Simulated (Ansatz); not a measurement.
Ti:
```
CELL_PARAMETERS angstrom
      2.90199     0.00000     0.00000
     -1.45099     2.51319     0.00000
      0.00000     0.00000     4.58552
ATOMIC_POSITIONS crystal
  Ti 0.33333 0.66667 0.75000
  Ti 0.66667 0.33333 0.25000
```

Relaxed with PBEsol. Special points in fractions of this cell's reciprocal vectors: Γ (0.000, 0.000, 0.000); M (0.500, 0.000, 0.000); K (0.333, 0.333, 0.000); A (0.000, 0.000, 0.500); L (0.500, 0.000, 0.500); H (0.333, 0.333, 0.500).

Problem. List the band energies nearest the Fermi level at these points for DFT-PBEsol in the program Ansatz with PAW potentials.

Solution. In eV from the Fermi level; about four levels below and three above (degenerate sets whole), none deeper than 8.9 eV; points with the same levels are listed once.

```tsv
k	below	above
Γ	-6.28 -2.79	0.79 0.79 0.89
M	-2.40 -2.29 -1.96 -0.60	0.46 0.66 1.24
K	-1.82 -1.43 -1.43 -1.35	0.23 0.23 1.57
A	-4.37 -4.37	0.09 0.09 0.68 0.68 0.68 0.68
L	-2.66 -2.66 -0.86 -0.86	1.42 1.42 1.79 1.79
H	-1.15 -1.15 -0.20 -0.20	1.74 1.74 3.33 3.33
```

Space group P6_3/mmc (hcp (Mg type)). The PBEsol relaxation kept the symmetry of its start. The run is not spin-polarised.

Potentials: the later of the program's two PAW sets.
